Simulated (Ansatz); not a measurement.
Q: ZnS (rock salt, space group No. 225) is relaxed with r²SCAN+D4 in the plane-wave PAW code Ansatz. What lattice parameters of the conventional cell result?

A: a = 5.041 Å.

These are the values of the symmetrised cell.

Q: Is it a metal or does it have a gap at this level?

A: A gap of 0.13 eV, indirect.

Space group Fm-3m (rock salt). This is a known high-pressure phase of the composition, computed here at zero pressure and temperature. The r²SCAN+D4 relaxation kept the symmetry of its start; its stability against distortions is not shown here.

Potentials: the later of the program's two PAW sets.
